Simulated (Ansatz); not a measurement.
In PBE in the plane-wave PAW code Ansatz, Re in the hexagonal phase (P-6m2; Re on 2g, Re on 2h, Re on 1a, Re on 1f) relaxes to a = 2.778 Å, c = 13.424 Å. Re on 2g has 12 nearest neighbours from 2.75 Å (cuboctahedral); Re on 2h has 12 nearest neighbours from 2.75 Å (anticuboctahedral); Re on 1a has 12 nearest neighbours from 2.75 Å (anticuboctahedral); Re on 1f has 12 nearest neighbours from 2.75 Å (anticuboctahedral).

Electronic character: metallic (no gap). Gap from PBE with spin–orbit coupling: none (metallic).

An equation-of-state fit gives a bulk modulus of 363 GPa.

The start of the workflow was typed in or built on a structure type; neither database checked (COD, Materials Project) lists it. It is not the phase usual at ambient conditions (space group No. 194). The cell was relaxed with PBE under the symmetry of its start; its stability against distortions is not shown here. No spin polarisation was allowed. Axis ratios of metals converge slowly with the k-mesh, so a and c are less sure than the volume. Spin–orbit coupling is left out wherever it is not named.

Potentials: the earlier of the program's two PAW sets.
